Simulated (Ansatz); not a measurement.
Starting cell, In2Au (fluorite type, space group Fm-3m):

```yaml
crystal:
  lattice:
    - [0.00000, 6.46483, 6.46483]
    - [3.23241, 3.23241, 6.46483]
    - [3.23241, 3.23241, 0.00000]
  atoms:
    - { symbol: In, position: [0.00000, 0.75000, 0.75000] }
    - { symbol: In, position: [0.50000, 0.75000, 0.75000] }
    - { symbol: In, position: [0.00000, 0.25000, 0.25000] }
    - { symbol: In, position: [0.50000, 0.25000, 0.25000] }
    - { symbol: Au, position: [0.00000, 0.00000, 0.00000] }
    - { symbol: Au, position: [0.50000, 0.00000, 0.00000] }
```

A phonon eigenvector at X = (0.5, 0.5, 0.0) is frozen into this cell: atom i moves by Q times the vector below, so Q is the largest atomic displacement, in Å. The cell is held. It is one choice among 3 degenerate patterns. (q is in reciprocal vectors of the primitive cell; the cell shown is doubled to hold the pattern.)

| atom | x | y | z |
|---|---|---|---|
| In1 | 0.000 | 0.000 | -1.000 |
| In2 | 0.000 | 0.000 | 1.000 |
| In3 | 0.000 | 0.000 | -1.000 |
| In4 | 0.000 | 0.000 | 1.000 |

Atoms not listed stay in place.

The numbers are results of LDA (plane waves to 420 eV, PAW, scalar-relativistic; Ansatz, an electronic-structure program), not measurements. k mesh 13×13×13 (Γ-centred), Fermi-Dirac smearing 0.05 eV. E stands for the smeared free energy. With partly filled bands, energies and forces of such displacements shift with the k mesh and the smearing. In2Au was relaxed with its symmetry unable to fall. Spin-orbit coupling is left out, though Au is heavy. ΔE is measured from the undisplaced structure.

The scan covers Q from -0.100 to 0.100 Å in 13 points.

Which space group does the distorted structure have?

P4_2/nmc (No. 137), lowered from Fm-3m.

What is the energy change at Q = 0.100 Å?

56.1 meV/cell.

What harmonic wavenumber does the curvature at Q = 0 give?

81 cm⁻¹.

(A displaced cell: forces are minus the slopes of the energy, force constants its curvatures, and phonons follow from these.)
